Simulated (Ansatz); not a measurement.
ScF3:
```xyz
4
Lattice="4.0204 0.0000 0.0000 0.0000 4.0204 0.0000 0.0000 0.0000 4.0204" Properties=species:S:1:pos:R:3 pbc="T T T"
Sc     0.0000     0.0000     0.0000
F      2.0102     0.0000     0.0000
F      0.0000     2.0102     0.0000
F      0.0000     0.0000     2.0102
```

Relaxed with PBEsol. 

Q: HSE06 on this cell (Ansatz, a quantum-chemistry and plane-wave program, PAW) gives a gap of 8.84 eV. What does PBEsol give?

A: 6.26 eV.

Cost on shared cores: the PBEsol run (SCF on a 7×7×7 mesh, then bands and DOS) roughly 8 core-seconds, the HSE06 run (SCF on 5×5×5, then a few points) around 50 core-seconds (rough); the tasks are unlike.

Space group Pm-3m (ReO3 type). The workflow started from an entry of the Crystallography Open Database (COD, 300 K), which files this formula under 4 space groups. Whether it is the stable phase at ambient conditions was not checked. The cell was relaxed with PBEsol under the symmetry of its start; whether a distortion lowers the energy is not shown. No spin polarisation was allowed.

Potentials: the later of the program's two PAW sets.

Ansatz is a plane-wave DFT program.
